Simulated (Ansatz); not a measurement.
## Convergence test, TeAs$_{2}$

Method: DFT PBE, scalar-relativistic, plane waves, PAW (Ansatz 0.2.0).

```
CELL_PARAMETERS angstrom
-3.53843 3.61132 2.92048
3.60296 -3.63373 3.02563
3.48399 3.57929 -2.94758
ATOMIC_POSITIONS crystal
Te 0.75349 0.24899 0.50059
Te 0.99626 0.00879 0.00051
As 0.37670 0.62122 0.25295
As 0.35678 0.11904 0.74383
As 0.37300 0.62734 0.76338
As 0.87002 0.62887 0.24902
```

```
plane-wave cutoff : 420 eV
occupation rule   : Gaussian smearing, 0.1 eV
spin treatment    : unpolarised
```

The atoms stay fixed while the k-point mesh is varied. ΔE is the energy extrapolated to zero smearing, less that of the reference run (6×6×6). The cell was strained and its atoms displaced at random, so that forces don't vanish. The meshes are Γ-centred. Spin–orbit coupling is left out. Pressure is positive in compression.

Times are rough; the reference took 91 s on 1 thread of Intel(R) Xeon(R) Processor @ 2.70GHz, with other jobs on the host, peak memory 0.86 GiB.

| mesh | ΔE (meV/atom) | P (GPa) | largest change of a force component (eV/Å) | irreducible points | wall time (s) |
| --- | --- | --- | --- | --- | --- |
| 1×1×1 | -1692 | -15.60 | 0.563 | 1 | 1.4 |
| 2×2×2 | 277 | -1.54 | 0.747 | 8 | 3.8 |
| 4×4×4 | 17.5 | -2.28 | 0.172 | 36 | 22 |
| 6×6×6 | 0.00 | -1.83 | 0.000 | 112 | 91 |